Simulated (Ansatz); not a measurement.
CsPbBr$_{3}$ (cubic perovskite)

```xyz
5
Lattice="6.0028 0.0000 0.0000 0.0000 6.0028 0.0000 0.0000 0.0000 6.0028" Properties=species:S:1:pos:R:3 pbc="T T T"
Cs     0.0000     0.0000     0.0000
Pb     3.0014     3.0014     3.0014
Br     0.0000     3.0014     3.0014
Br     3.0014     3.0014     0.0000
Br     3.0014     0.0000     3.0014
```

The volume is varied about the relaxed value V₀ at fixed cell shape. Symmetry pins the atoms to their sites.

Level of theory: PBE (plane waves to 420 eV, PAW, scalar-relativistic; Ansatz, a program for electronic structure). k mesh 6×6×6 (Γ-centred), Fermi-Dirac smearing 0.05 eV. Energies are smeared free energies. Compression counts positive. CsPbBr3 was relaxed with its symmetry unable to fall. Spin-orbit coupling is left out, though Pb is heavy. This is a high-temperature form of CsPbBr3. The zero of ΔE is the relaxed starting cell.

Task: Predict the ΔE (meV/atom) and P (GPa) at V/V₀ = 0.925, 0.950, 1.025, 1.050, 1.075, 1.100.

Result: 
```csv
V/V₀,ΔE (meV/atom),P (GPa)
0.925,16.3,1.74
0.950,6.9,1.07
1.025,1.5,-0.43
1.050,5.7,-0.81
1.075,12.3,-1.13
1.100,20.9,-1.41
```

(Under strain, the slope of the energy per volume gives the stress and its curvature an elastic modulus.)
